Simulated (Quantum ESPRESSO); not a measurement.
# Strain and stress in Ga3GeN3C

Calculated results; nothing here was measured. They come from pw.x of Quantum ESPRESSO 7.5, a plane-wave density functional program, with PseudoDojo standard norm-conserving files (v0.5 for PBE, v0.4.1 for LDA and PBEsol). The cells are made up: elements, strain and atom displacements were drawn at random, and nothing was relaxed. There is no spin polarisation, spin-orbit coupling or dispersion term.

The cell has 8 sites of a zincblende or diamond lattice. Sites 1 to 4 hold Ga Ga Ge Ga; sites 5 to 8 hold N C N N. Cell vectors in Å: (4.471, -0.034, -0.007); (-0.034, 4.437, -0.020); (-0.007, -0.020, 4.574). Settings: PBE, cutoff 1143 eV, 4 x 4 x 4 k mesh shifted by half a step, Fermi-Dirac smearing of 0.025 eV.

Each run adds a strain along z to one cell, with the atoms carried along; the vectors above are those of run 4. Stress is positive in tension and P is minus a third of its trace. E is the free energy for each atom above the lowest run shown. The last column is band 37 less band 36 at Gamma, from a band step after each run.

```
run,strain (%),s_xx (GPa),s_yy (GPa),s_zz (GPa),s_xy (GPa),P (GPa),E (meV/atom),level step at Gamma (eV)
1,-2.15,-19.44,-19.53,-20.15,-7.38,19.70,39.42,1.616
2,-1.63,-18.39,-18.48,-18.43,-7.24,18.43,32.36,1.584
3,-1.34,-17.82,-17.91,-17.48,-7.17,17.73,28.72,1.565
4,0.50,-14.44,-14.54,-11.54,-6.68,13.51,9.88,1.443
5,0.97,-13.64,-13.75,-10.06,-6.56,12.49,6.31,1.411
7,2.03,-11.94,-12.06,-6.76,-6.29,10.25,0.00,1.338
6,1.79,?,?,?,?,?,?,?
```

A rerun of one of these cells at 1437 eV and k mesh 6 x 6 x 6 moved values by no more than 0.005 eV in the cell's energy, 0.02 GPa in stress and 0.002 eV/Å in force.

## Worked fit

A parabola through the six runs shown gives s_zz = -13.14 + 3.20 e - 0.029 e² GPa, with e in per cent and a scatter of 0.01 GPa. The slope is a stiffness of 320 ± 1 GPa for each unit of this strain at e = 0. The atoms are clamped, and relaxing them would in general lower it. The error is the larger of the fit's own and the change that a cubic makes, rounded up.

## Withheld run

Question: what s_zz should run 6 give?

The fit gives -7.50 GPa. The calculation gave -7.50 GPa.

```
run,strain (%),s_xx (GPa),s_yy (GPa),s_zz (GPa),s_xy (GPa),P (GPa),E (meV/atom),level step at Gamma (eV)
6,1.79,-12.32,-12.43,-7.50,-6.36,10.75,1.25,1.354
```